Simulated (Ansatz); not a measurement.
Starting cell, Sc₂Si₂O₇ (space group C2/m):

```
CELL_PARAMETERS angstrom
      3.20902    -4.19740     0.00000
      3.20902     4.19740     0.00000
     -1.01020     0.00000     4.54726
ATOMIC_POSITIONS crystal
  Sc 0.30900 0.69100 0.00000
  Sc 0.69100 0.30900 0.00000
  Si 0.22713 0.22713 0.40824
  Si 0.77287 0.77287 0.59176
  O  0.92210 0.60321 0.78741
  O  0.07790 0.39679 0.21259
  O  0.39679 0.07790 0.21259
  O  0.60321 0.92210 0.78741
  O  0.00000 0.00000 0.50000
  O  0.60225 0.60225 0.27786
  O  0.39775 0.39775 0.72214
```

A phonon eigenvector at Γ is frozen into this cell: atom i moves by Q times the vector below, so Q is the largest atomic displacement, in Å. The cell is held.

```
atom       x       y       z
----  ------  ------  ------
Sc1   -0.104   0.000  -0.103
Sc2    0.104   0.000   0.103
Si3    0.000   0.243   0.000
Si4    0.000  -0.243   0.000
O5    -0.610   0.051   0.232
O6     0.610  -0.051  -0.232
O7    -0.610  -0.051   0.232
O8     0.610   0.051  -0.232
O10    0.000  -1.000   0.000
O11    0.000   1.000   0.000
```

Atoms not listed stay in place.

These are LDA (plane waves to 420 eV, PAW, scalar-relativistic; Ansatz, an electronic-structure program) values and carry that method's errors. k mesh 6×6×6 (Γ-centred), Fermi-Dirac smearing 0.05 eV. Sc2Si2O7 is run without spin polarisation. Sc2Si2O7 was relaxed with its symmetry unable to fall. 

```json
[
 {"Q (Å)": "-0.180", "−dE/dQ from forces (eV/Å)": "7.136"},
 {"Q (Å)": "-0.150", "−dE/dQ from forces (eV/Å)": "5.842"},
 {"Q (Å)": "-0.120", "−dE/dQ from forces (eV/Å)": "4.606"},
 {"Q (Å)": "-0.090", "−dE/dQ from forces (eV/Å)": "3.415"},
 {"Q (Å)": "-0.060", "−dE/dQ from forces (eV/Å)": "2.257"},
 {"Q (Å)": "-0.030", "−dE/dQ from forces (eV/Å)": "1.123"},
 {"Q (Å)": "0.000", "−dE/dQ from forces (eV/Å)": "0.000"},
 {"Q (Å)": "0.030", "−dE/dQ from forces (eV/Å)": "-1.123"},
 {"Q (Å)": "0.060", "−dE/dQ from forces (eV/Å)": "-2.257"},
 {"Q (Å)": "0.090", "−dE/dQ from forces (eV/Å)": "-3.415"},
 {"Q (Å)": "0.120", "−dE/dQ from forces (eV/Å)": "-4.606"},
 {"Q (Å)": "0.150", "−dE/dQ from forces (eV/Å)": "-5.842"},
 {"Q (Å)": "0.180", "−dE/dQ from forces (eV/Å)": "-7.136"}
]
```

Q: What harmonic wavenumber does the curvature at Q = 0 give?

A: 396 cm⁻¹. E″ = 37.37 eV/Å², M = Σ mᵢ|uᵢ|² = 64.7 u, ν̃ = 521.5·√(|E″|/M).

(A displaced cell: forces are minus the slopes of the energy, force constants its curvatures, and phonons follow from these.)
